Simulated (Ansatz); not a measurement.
Values for one crystal, relaxed and computed with plane-wave PAW r²SCAN (Ansatz code); other levels are named.

* **Volume per atom**: 14.21 Å³
* **Electronic character**: metallic (no gap)
* **Hill bulk and shear moduli**: 319 and 140 GPa
* **Density of states at the Fermi level**: 0.87 states/eV per atom (mean over ±0.08 eV)
* **Pressure derivative B′**: 4.4
* **Debye temperature from the elastic constants**: 481 K
* **Highest zone-centre frequency**: 131 cm⁻¹

Pick the material that matches.
(A) Li, bcc (W type)
(B) Tc, hcp (Mg type)
(C) Tl, hcp (Mg type)
(D) Eu, bcc (W type)

B, Tc, hcp (Mg type)

Space group P6_3/mmc (hcp (Mg type)). Symmetry was held in the r²SCAN relaxation. At this level the phase is dynamically unstable (imaginary phonons). No spin polarisation was allowed. As this level gives no gap, shear constants depend on the k-mesh and smearing (Fermi–Dirac, 0.1 eV here). As this level gives no gap, phonon frequencies hold no LO–TO term and depend on the k-mesh and smearing (Fermi–Dirac, 0.1 eV here). Spin–orbit coupling is left out wherever it is not named.

Potentials: the later of the program's two PAW sets.
